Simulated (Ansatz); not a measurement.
The relaxed structure here is a generated cell of Si2W: the first start was made by a random draw of sites in a space group, and the end was not matched to a known phase here, so it may be hypothetical. Known forms of Si2W include space group No. 139.

One starting cell of Si2W (a randomly generated symmetric cell of Si2W (space group No. 12)) was relaxed twice with Ansatz (plane waves, PAW, scalar-relativistic): with r2SCAN at 500 eV and with PBE at 420 eV. The r2SCAN result:

```xyz
6
Lattice="2.6907 -4.3375 0.0000 2.6907 4.3375 0.0000 -2.6673 0.0000 4.3428" Properties=species:S:1:pos:R:3 pbc="T T T"
Si     2.6907     0.0000     0.0000
Si     1.3453    -2.1688     0.0000
Si     1.3453     2.1688     0.0000
Si    -1.3336     0.0000     2.1714
W      0.0117     2.1688     2.1714
W      0.0117    -2.1688     2.1714
```

```json
[
 {"quantity": "space group", "r2SCAN": "C2/m", "PBE": "C2/m"},
 {"quantity": "volume (Å³/atom)", "r2SCAN": "16.89", "PBE": "17.26"},
 {"quantity": "a (Å)", "r2SCAN": "5.381", "PBE": "5.410"},
 {"quantity": "b (Å)", "r2SCAN": "8.675", "PBE": "8.760"},
 {"quantity": "c (Å)", "r2SCAN": "5.096", "PBE": "5.125"},
 {"quantity": "gap (eV, no spin-orbit coupling)", "r2SCAN": "0.00", "PBE": "0.00"}
]
```

Both levels end in the same structure; PBE's volume is 2.2 % larger. Neither column is exact.

No spin polarisation in the result.

The run could not lose the symmetry of its start, so the end can be a saddle point.

All atoms sit on sites fixed by symmetry, so only the cell could relax.

Ansatz is a quantum-chemistry and plane-wave program.
